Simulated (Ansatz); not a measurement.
Re:
```cif
data_Re4
_chemical_formula_sum 'Re4'
_space_group_name_H-M_alt 'P 1'
_space_group_IT_number 1
_cell_length_a 2.77563
_cell_length_b 2.77563
_cell_length_c 8.95660
_cell_angle_alpha 90.000
_cell_angle_beta 90.000
_cell_angle_gamma 120.000
loop_
_space_group_symop_operation_xyz
  'x, y, z'
loop_
_atom_site_label
_atom_site_type_symbol
_atom_site_fract_x
_atom_site_fract_y
_atom_site_fract_z
_atom_site_occupancy
Re1 Re 0.00000 0.00000 0.00000 1
Re2 Re 0.00000 0.00000 0.50000 1
Re3 Re 0.33333 0.66667 0.25000 1
Re4 Re 0.66667 0.33333 0.75000 1
```

Relaxed with PBE.

Which orbitals make up the states near the Fermi level in plane-wave PAW PBE (Ansatz code)?

Within 0.5 eV of the Fermi level: Re 5d 89 %, outside the projected shells 6 %. Projections are on Löwdin-orthogonalised atomic valence shells; empty p or d shells of many metals are not among them.

Tabulate the density of states.

States/eV per cell of 4 atoms, in 0.25 eV bins, energy from the Fermi level.

```csv
E (eV),total,Re 5d,Re 6s,Re 5p
-7.85,0.42,0.03,0.36,0.01
-7.60,0.48,0.04,0.41,0.01
-7.35,0.56,0.07,0.45,0.02
-7.10,0.67,0.11,0.51,0.02
-6.85,0.83,0.19,0.59,0.02
-6.60,1.47,0.64,0.78,0.03
-6.35,2.63,1.61,0.96,0.03
-6.10,3.01,1.97,0.97,0.04
-5.85,3.42,2.51,0.84,0.04
-5.60,3.36,2.56,0.73,0.04
-5.35,3.70,2.97,0.66,0.04
-5.10,4.56,3.90,0.58,0.05
-4.85,4.10,3.66,0.36,0.04
-4.60,3.99,3.68,0.24,0.04
-4.35,3.43,3.18,0.17,0.04
-4.10,2.98,2.80,0.11,0.04
-3.85,3.72,3.48,0.13,0.05
-3.60,3.17,2.93,0.14,0.04
-3.35,3.91,3.59,0.19,0.05
-3.10,4.06,3.71,0.22,0.04
-2.85,3.77,3.44,0.20,0.04
-2.60,4.97,4.57,0.23,0.05
-2.35,4.72,4.29,0.25,0.05
-2.10,6.27,5.70,0.30,0.06
-1.85,4.38,3.91,0.26,0.04
-1.60,4.09,3.66,0.25,0.03
-1.35,5.52,5.02,0.30,0.03
-1.10,5.80,5.28,0.31,0.03
-0.85,5.52,4.87,0.35,0.03
-0.60,3.95,3.52,0.21,0.02
-0.35,4.06,3.67,0.18,0.02
-0.10,3.08,2.71,0.16,0.02
0.15,2.57,2.23,0.13,0.01
0.40,2.68,2.36,0.11,0.01
0.65,2.69,2.44,0.10,0.01
0.90,3.07,2.82,0.10,0.01
1.15,3.49,3.26,0.08,0.01
1.40,2.97,2.80,0.07,0.01
1.65,3.15,2.97,0.06,0.00
1.90,2.68,2.53,0.07,0.00
2.15,2.49,2.35,0.08,0.00
```

Space group P6_3/mmc (dhcp (α-La type)). The first step of the workflow began from a Materials Project structure, measured or hypothetical. Its sites differ from those of the usual phase in this space group: another stacking or structure type. Symmetry was held in the PBE relaxation; whether a distortion lowers the energy is not shown. The run is not spin-polarised. Spin–orbit coupling is left out wherever it is not named.

Potentials: the later of the program's two PAW sets.
